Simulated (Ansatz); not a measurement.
TiC (rock salt)

```yaml
crystal:
  lattice:
    - [0.00000, 2.16633, 2.16633]
    - [2.16633, 0.00000, 2.16633]
    - [2.16633, 2.16633, 0.00000]
  atoms:
    - { symbol: C, position: [0.00000, 0.00000, 0.00000] }
    - { symbol: Ti, position: [0.50000, 0.50000, 0.50000] }
```

The slice is a {110} plane (indices of the conventional cell) through the point (0.500, 0.500, 0.500) (fractional), spanned by u = [100] and v = [1 -1 -1] in vectors of this cell: u (3.06 Å) and v (4.33 Å, at 90° to u). It covers one period; positions are fractions (u, v).

All values below come from PBE (plane waves to 420 eV, PAW, scalar-relativistic; Ansatz, a program for electronic structure). k mesh 18×18×18. Inside the PAW spheres the values are not all-electron values, and peaks at nuclei hang on which shells count as valence. The PAW data are Ansatz's earlier set. TiC is run without spin polarisation. TiC was relaxed with its symmetry unable to fall.

**Question.** What is the valence density on the shortest C–Ti line in this plane (2.17 Å), at its midpoint?

**Answer.** 0.51 e/Å³.

**Question.** What is the ELF at the midpoint of the shortest C–Ti line in this plane (2.17 Å)?

**Answer.** 0.26.

**Question.** Predict the map of the electrostatic potential energy of an electron, from the cell's mean on the slice.

**Answer.** 
```
|xxxxxxxx  ..**##**..  xxxxxx|
|xxxxxxxx  --##%%##--  xxxxxx|
|xxxxxx    ++%%@@%%++    xxxx|
|xxxx    ==##@@@@@@##==    xx|
|    --++##@@@@@@@@@@##++--  |
|xxxx==##%%@@@@@@@@@@%%##==xx|
|xxxxxx++%%@@@@@@@@@@%%++xxxx|
|xxxxxxxx**%%%%%%%%%%**xxxxxx|
|xxxxxxxx++##%%##%%##++xxxxxx|
|xxxxxxxxxx##########xxxxxxxx|
|xxxxxxxx++##%%##%%##++xxxxxx|
|xxxxxxxx**%%%%%%%%%%**xxxxxx|
|xxxxxx++%%@@@@@@@@@@%%++xxxx|
|xxxx==##%%@@@@@@@@@@%%##==xx|
|    --++##@@@@@@@@@@##++--  |
|xxxx    ==##@@@@@@##==    xx|
|xxxxxx    ++%%@@%%++    xxxx|
|xxxxxxxx  --##%%##--  xxxxxx|
|xxxxxxxx  ..**##**..  xxxxxx|
|xxxxxxxxxx  **##**  xxxxxxxx|
```
Scale: ten equal steps from 3.00 (start of ' ') to 11.36 (end of '@'), in the order ' .:-=+*#%@'. Values: electrostatic potential energy of an electron, from the cell's mean, in eV. The map has 14 points along u (two characters each, u = 0 at the left) and 20 along v (v = 0 in the bottom row). Points within 0.9 Å of a nucleus are blanked (x), as the pseudised field means little there. Values under 3 eV are set to 3. The zero, the cell's mean, hangs on the PAW cores.
